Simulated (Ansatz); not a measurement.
A plane-wave DFT run in Ansatz 0.2.0 (scalar-relativistic PAW potentials unless the input names others): input and command.

```yaml
crystal:
  lattice:
    - [5.3044889354, -1.4576789118, -0.0015661514]
    - [5.3044889354, 1.4576789118, -0.0015661514]
    - [-0.1880136562, 0.0, 3.5447816784]
  atoms:
    - { symbol: H, position: [0.295066444, 0.295066444, 0.0256646043] }
    - { symbol: H, position: [0.1214528774, 0.1214528774, 0.1153741951] }
    - { symbol: H, position: [0.821125519, 0.821125519, 0.6125417882] }
    - { symbol: H, position: [0.9989618646, 0.9989618646, 0.4120788635] }
    - { symbol: H, position: [0.4443194367, 0.4443194367, 0.6126442685] }
    - { symbol: H, position: [0.6562884707, 0.6562884707, 0.4456574569] }
    - { symbol: Os, position: [0.9680785674, 0.9680785674, 0.8678046362] }
    - { symbol: Os, position: [0.6931346044, 0.6931346044, 0.9082341873] }
basis:
  ecutwfc: 420
kpoints:
  mp_grid: { grid: [9, 9, 7] }
hamiltonian:
  xc: pbe
scf:
  occupations: { method: gaussian, width: 0.1 }
output:
  forces: true
  eigenvalues: true
  stress: true
```

```bash
ansatz run input.yaml --threads 1 --pin off --max-ram 2560MiB --backend cpu --events-out ev --progress --plain --runs-dir out
```

Abridged log:
```
Basis set: ecut = 420 eV, 1069 PW (Γ), exchange–correlation on 80×80×48 points (8 copies of the dense FFT grid, shifted against one another)
Bands: 27, of which v1, the nominal top of the filled ones, is band 19 counted from 1 (18 counted from 0)
Symmetry: 2 space group operations
k-points: 160 of 567 (time reversal used)
SCF iter   1: F=—  HF=-22861.113334 eV  |F-HF|=—  |Δ(HF+E_count)|=         —  Δρ=1.73e-2  dr2=7.03e-2  ethr=1.77e-3  ⟨swp⟩=6.0  Hψ=18229  notcnv=0  defer=106
SCF iter   2: F=—  HF=-22861.107719 eV  |F-HF|=—  |Δ(HF+E_count)|=   5.61e-3  Δρ=9.79e-3  dr2=2.66e-2  ethr=1.85e-4  ⟨swp⟩=1.0  Hψ=5600  notcnv=0  defer=127
SCF iter   3: F=—  HF=-22861.104626 eV  |F-HF|=—  |Δ(HF+E_count)|=   3.09e-3  Δρ=1.03e-3  dr2=6.24e-4  ethr=6.99e-5  ⟨swp⟩=2.5  Hψ=5864  notcnv=0  defer=127
SCF iter   4: F=—  HF=-22861.104649 eV  |F-HF|=—  |Δ(HF+E_count)|=   2.31e-5  Δρ=2.37e-4  dr2=4.04e-5  ethr=1.64e-6  ⟨swp⟩=2.6  Hψ=5627  notcnv=0  defer=127
SCF iter   5: F=—  HF=-22861.104648 eV  |F-HF|=—  |Δ(HF+E_count)|=   7.24e-7  Δρ=6.48e-5  dr2=2.88e-6  ethr=1.06e-7  ⟨swp⟩=2.2  Hψ=5338  notcnv=0  defer=127
SCF iter   6: F=—  HF=-22861.104649 eV  |F-HF|=—  |Δ(HF+E_count)|=   1.32e-6  Δρ=1.66e-5  dr2=2.56e-7  ethr=7.57e-9  ⟨swp⟩=2.1  Hψ=5496  notcnv=0  defer=127
SCF iter   7: F=-22861.104649 eV  HF=-22861.104649 eV  |F-HF|=7.49e-10  |Δ(HF+E_count)|=   7.55e-8  Δρ=4.44e-6  dr2=1.72e-8  ethr=2.63e-10  ⟨swp⟩=8.6  Hψ=16589  notcnv=0
SCF 1 converged in 7 iterations: F = -22861.104649 eV  dr2 = 1.72e-8
SCF converged after 7 iterations
Free energy (F): -22861.104649 eV
Harris-Foulkes:  -22861.104649 eV  (|F-HF|=7.49e-10)
Internal energy: -22861.094928 eV  (E = F + TS)
E sigma→0 (E₀):  -22861.099789 eV
Entropy (-TS):   -0.009721 eV (-1.215 meV/atom)
Fermi energy:    13.156862 eV
--- Forces (eV/Å), atoms counted from 1 ---
  atom   1  H     -0.01996410     0.00000000    -0.01342438
  atom   2  H      0.00065233     0.00000000    -0.00839174
  atom   3  H      0.01056859     0.00000000     0.01034599
  atom   4  H      0.05119268     0.00000000     0.09067044
  atom   5  H     -0.02646919     0.00000000     0.01225090
  atom   6  H     -0.04002888     0.00000000     0.02050766
  atom   7  Os     0.01917548     0.00000000    -0.13803619
  atom   8  Os     0.00481743     0.00000000     0.02596544
--- Stress (GPa, compression-positive) ---
        0.856847       0.000000       0.054488
        0.000000       0.193273       0.000000
        0.054489       0.000000      -1.033203
  P = ⅓ Tr σ = 0.0056 GPa (0.056 kbar)
```

Apart from outputs, empty bands and the relaxation, which only the reference makes, the input differs from a reference run on usual settings in kpoints.mp_grid.grid: [14, 14, 10] → [9, 9, 7]. The reference, at the same geometry, ended its own course with pressure 0.03 GPa, largest force 0.003 eV/Å, no gap on the mesh. This run converged in 7 SCF iterations with an energy at zero smearing 2.01 meV/atom above the reference's, pressure 0.01 GPa, largest force 0.139 eV/Å, no gap on the mesh. Its k mesh is looser than usual, and the result moved.

Time: 15 s on 1 thread of Intel(R) Xeon(R) Processor @ 2.70GHz (shared host), peak memory 0.51 GiB.